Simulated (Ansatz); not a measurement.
Input:

AlNi (CsCl type, Pm-3m), a = 2.863 Å, b = 2.863 Å, c = 2.863 Å, α = 90.00°, β = 90.00°, γ = 90.00°.

This is the r²SCAN-relaxed structure.

Task: All from DFT-r²SCAN in the program Ansatz with PAW potentials, unless another level is named. Predict the Young's modulus.

Result: 217 GPa.

Task: And the elastic constants (relaxed ions, GPa)?

Result: C11 = 231, C12 = 149, C44 = 135.

Task: Give the highest zone-centre frequency.

Result: 309 cm^-1.

The cell was relaxed with r²SCAN under the symmetry of its start; of distortions, only those at the zone centre were tested. The workflow began spin-polarised and lost its moments. As this level gives no gap, shear constants depend on the k-mesh and smearing (Fermi–Dirac, 0.1 eV here). As this level gives no gap, phonon frequencies hold no LO–TO term and depend on the k-mesh and smearing (Fermi–Dirac, 0.1 eV here).

Potentials: the later of the program's two PAW sets.
